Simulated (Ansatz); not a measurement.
Total density of states per atom from the program Ansatz at the PBEsol level (PAW), in 0.25 eV bins, energy from the Fermi level:

```
E (eV) | states/eV/atom
    -7.85 |  0.00
    -7.60 |  0.00
    -7.35 |  0.00
    -7.10 |  0.00
    -6.85 |  0.00
    -6.60 |  0.00
    -6.35 |  0.00
    -6.10 |  0.00
    -5.85 |  0.00
    -5.60 |  0.00
    -5.35 |  0.00
    -5.10 | #### 0.21
    -4.85 | ########## 0.57
    -4.60 | ########## 0.57
    -4.35 | ############# 0.74
    -4.10 | ######### 0.54
    -3.85 | ##### 0.32
    -3.60 | ########### 0.62
    -3.35 | ############## 0.85
    -3.10 | ############### 0.85
    -2.85 | ########### 0.65
    -2.60 | ################## 1.03
    -2.35 | ################## 1.04
    -2.10 |  0.00
    -1.85 | # 0.04
    -1.60 | ###### 0.34
    -1.35 | ############## 0.82
    -1.10 | ################ 0.95
    -0.85 | ################# 0.97
    -0.60 | #################### 1.20
    -0.35 | ########## 0.59
    -0.10 | ######## 0.44
     0.15 | ##### 0.30
     0.40 | ############## 0.83
     0.65 | ############## 0.81
     0.90 | ########################## 1.50
     1.15 | ##### 0.31
     1.40 | ############# 0.76
     1.65 | ############# 0.78
     1.90 | ############## 0.80
     2.15 | ############# 0.76
     2.40 | ################## 1.08
     2.65 | ###################### 1.27
     2.90 | ############################## 1.76
     3.15 | ############################# 1.73
     3.40 | ########################### 1.56
```

Task: Which of these materials gives this?
A) SiC, CsCl type
B) Ti2C, Fd-3m (Ti on 32e, C on 16d)
C) TiAl, CsCl type
D) TiFe, CsCl type

Result: B, Ti2C, Fd-3m (Ti on 32e, C on 16d). Within 0.5 eV of the Fermi level: Ti 3d 91 %. Projections are on Löwdin-orthogonalised atomic valence shells; empty p or d shells of many metals are not among them.

The first step of the workflow began from a Materials Project structure, measured or hypothetical; the Crystallography Open Database copy checked does not list it. Whether it is the stable phase at ambient conditions was not checked. The cell was relaxed with PBEsol under the symmetry of its start; of distortions, only those at the zone centre were tested. No spin polarisation was allowed.

Potentials: the later of the program's two PAW sets.
